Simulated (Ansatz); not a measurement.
SrFeO₃: do energies and stresses tell the same story?

Theory: DFT PBEsol, scalar-relativistic, plane waves, PAW in Ansatz.

Plane waves to 420 eV, a k mesh through Γ of 10×10×10 on the computed 5-atom cell and Gaussian smearing (0.10 eV); collinear spin from starting moments 0 2.88 0.18 0.18 0.18 μB.

Relaxed cell: Pm-3m, a = 3.787 Å, b = 3.787 Å, c = 3.787 Å, α = 90.00°, β = 90.00°, γ = 90.00°, 5 atoms in the primitive cell. Whether it is the stable form of this composition wasn't checked.

Energies at zero smearing and pressures from the stress tensor, at volumes with shape and atoms relaxed:
| V (Å³/atom) | E − E(first) (meV/atom) | P (GPa) |
| --- | --- | --- |
| 10.208 | 0.00 | 12.53 |
| 10.534 | -18.89 | 5.83 |
| 10.860 | -24.83 | -0.01 |
| 11.185 | -19.63 | -5.00 |
| 11.511 | -5.05 | -9.19 |

Q: Check P = −dE/dV between neighbouring volumes, and get the bulk modulus from the pressures alone.

A: With 1 eV/Å³ = 160.2 GPa:
| middle V (Å³/atom) | −ΔE/ΔV (GPa) | mean P (GPa) |
| --- | --- | --- |
| 10.371 | 9.289 | 9.177 |
| 10.697 | 2.924 | 2.909 |
| 11.022 | -2.557 | -2.504 |
| 11.348 | -7.172 | -7.092 |

The two differ by 0.11 GPa at most. The mean of two end pressures misses the average over a step by about ΔV² P″/12, up to 0.07 GPa here; with that taken off 0.18 GPa remains. The stress is the derivative of the free energy, not of the energy at zero smearing, and with free energies 0.01 GPa remains. Around V = 10.860 Å³/atom, the two neighbours give B = −V ΔP/ΔV = 10.860 × 10.82 / 0.652 = 180.4 GPa, against B0 = 180.9 GPa from the Birch–Murnaghan fit of the energies.

The cell holds one magnetic atom, so it can only be ferromagnetic; an antiferromagnetic order may lie lower.

Only this magnetic start was tried.

Symmetry holds off the tilts and polar distortions that many cubic perovskites undergo.